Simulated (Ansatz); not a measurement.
BN in space group P6_3/mmc (No. 194; B on 4f, N on 4f) at seven volumes, PBE+D3(BJ) in the plane-wave PAW code Ansatz, shape and atoms relaxed at each. One row is withheld.

```
V (Å³/atom)  P (GPa)
-----------  -------
8.517           4.07
8.797           2.27
9.078           0.95
9.359           0.01
9.640          -0.61
9.920          -1.03
10.201             ?
```

Task: Fit the shown pressures and predict the withheld one.

Result: P = (3/2)B₀(x^(7/2) − x^(5/2))[1 + (3/4)(B′ − 4)(x − 1)] with x = (V₀/V)^(2/3). Least squares on the six rows gives V₀ = 9.364 Å³/atom, B₀ = 25.6 GPa, B′ = 11.85. At V = 10.201, x = 0.9445 and P = -1.24 GPa. The run itself gave -1.25 GPa.

A made-up cell: these elements were put on the sites of a structure type. Its sites differ from those of the usual phase in this space group: another stacking or structure type. The cell was relaxed with PBE+D3(BJ) under the symmetry of its start; phonons on a q-mesh show weakly imaginary modes. The volume moved by 57 % from the start of the relaxation.

Potentials: the later of the program's two PAW sets.
